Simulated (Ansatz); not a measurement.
Consider the following.

P:
```
P
1.0
    2.43328     0.00000     0.00000
    0.00000     2.43328     0.00000
    0.00000     0.00000     2.43328
P
1
Cartesian
  0.00000   0.00000   0.00000
```

This is the r²SCAN-relaxed structure.

Problem. All from plane-wave PAW r²SCAN (Ansatz code), unless another level is named. Give the electronic character.

Solution. metallic (no gap).

Problem. What about the density of states at the Fermi level?

Solution. 0.30 states/eV per atom (mean over ±0.08 eV).

Space group Pm-3m (simple cubic). This is a known high-pressure phase of the composition, computed here at zero pressure and temperature. The r²SCAN relaxation kept the symmetry of its start; phonons on a q-mesh show no instability.

Potentials: the later of the program's two PAW sets.
